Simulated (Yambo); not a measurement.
Yambo run on CdS (zinc blende, space group F-43m, No. 216). The wavefunctions are norm-conserving LDA (Quantum ESPRESSO, 102 Ry, scalar-relativistic) ones on a 4×4×4 mesh (13 occupied bands); a = b = c = 4.072 Å, α = β = γ = 60.00°.

Yambo input:

```
rim_cut
gw0
dyson
el_el_corr
HF_and_locXC
cohsex
em1s
RandQpts= 1000000
RandGvec= 1 Ry
EXXRLvcs= 102 Ry
VXCRLvcs= 408 Ry
Chimod= "HARTREE"
% BndsRnXs
 5 | 118 |
%
NGsBlkXs= 10 Ry
% LongDrXs
 1.0 | 1.0 | 1.0 |
%
ExtendOut
% QPkrange
 1 | 1 | 13 | 14 |
%
```

k points by index: 1 = Γ.

Resulting energies as the program prints them:

```
#    K-point    Band    Eo [eV]    E [eV]    E-Eo [eV]    Vxc [eV]    Vnlxc [eV]    Sc|Eo [eV]    Re(Z)    Im(Z)
#
    1    13    0.000000    -3.059309    -3.059309    -15.51199    -18.54147    -0.029837    1.000000    0.000000
    1    14    0.943459    -0.107367    -1.050826    -11.15774    -6.894908    -5.313659    1.000000    0.000000
```
(The two width columns are left out.) Convergence of these settings isn't established.

Spin-orbit coupling is not included.

Geometry relaxed with LDA.
